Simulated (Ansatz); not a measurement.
# WC: from a starting cell to a relaxed one

The start is a generated cell, WC placed in the MnP structure type. The structure is fully relaxed (lattice and positions, P = 0) with PBE (plane waves to 420 eV, PAW, scalar-relativistic; Ansatz, a program for electronic structure). The first steps use a coarse 5×7×4 k-mesh.

Input geometry:
```yaml
crystal:
  lattice:
    - [5.39027, 0.00000, 0.00000]
    - [0.00000, 3.27040, 0.00000]
    - [0.00000, 0.00000, 6.07064]
  atoms:
    - { symbol: W, position: [0.50560, 0.25000, 0.69520] }
    - { symbol: W, position: [0.00560, 0.25000, 0.80480] }
    - { symbol: W, position: [0.49440, 0.75000, 0.30480] }
    - { symbol: W, position: [0.99440, 0.75000, 0.19520] }
    - { symbol: C, position: [0.68790, 0.25000, 0.06960] }
    - { symbol: C, position: [0.18790, 0.25000, 0.43040] }
    - { symbol: C, position: [0.31210, 0.75000, 0.93040] }
    - { symbol: C, position: [0.81210, 0.75000, 0.56960] }
```

**Question.** Does the structure survive the relaxation? Give the final space group.

**Answer.** The space group goes from Pnma (No. 62) to P6₃/mmc (No. 194); the end is NiAs type, with 4 atoms in the primitive cell.

**Question.** How does the volume change?

**Answer.** -20.8 %, from 13.38 to 10.60 Å³/atom.

**Question.** How do the shortest distances between atoms change?

**Answer.** The closest pairs of elements (up to four, under 3.6 Å), start → end: C–W 2.35 → 2.21 Å; C–C 2.74 → 2.92 Å; W–W 2.78 → 2.88 Å.

**Question.** Is the relaxed structure metallic? Give its gap.

**Answer.** Zero (metallic).

**Question.** Write out the relaxed structure.

**Answer.** 
```cif
data_C2W2
_chemical_formula_sum 'W2 C2'
_space_group_name_H-M_alt 'P63/mmc'
_space_group_IT_number 194
_space_group_name_Hall '-P 6c 2c'
_cell_length_a 2.91766
_cell_length_b 2.91766
_cell_length_c 5.75168
_cell_angle_alpha 90.000
_cell_angle_beta 90.000
_cell_angle_gamma 120.000
loop_
_atom_site_label
_atom_site_type_symbol
_atom_site_symmetry_multiplicity
_atom_site_Wyckoff_symbol
_atom_site_fract_x
_atom_site_fract_y
_atom_site_fract_z
_atom_site_occupancy
W1 W 2 a 0.00000 0.00000 0.00000 1
C1 C 2 d 0.66667 0.33333 0.25000 1
```

Final values are on a 18×18×8 k-mesh of the relaxed cell. No spin polarisation in the result.

The run could not lose the symmetry of its start: the end is stationary, and may be a saddle point rather than a minimum.

The relaxed structure here is a generated cell of WC: the first start was made by placing the elements on the sites of a structure type, and the end was not matched to a known phase here, so it may be hypothetical. Known forms of WC include space group No. 187.
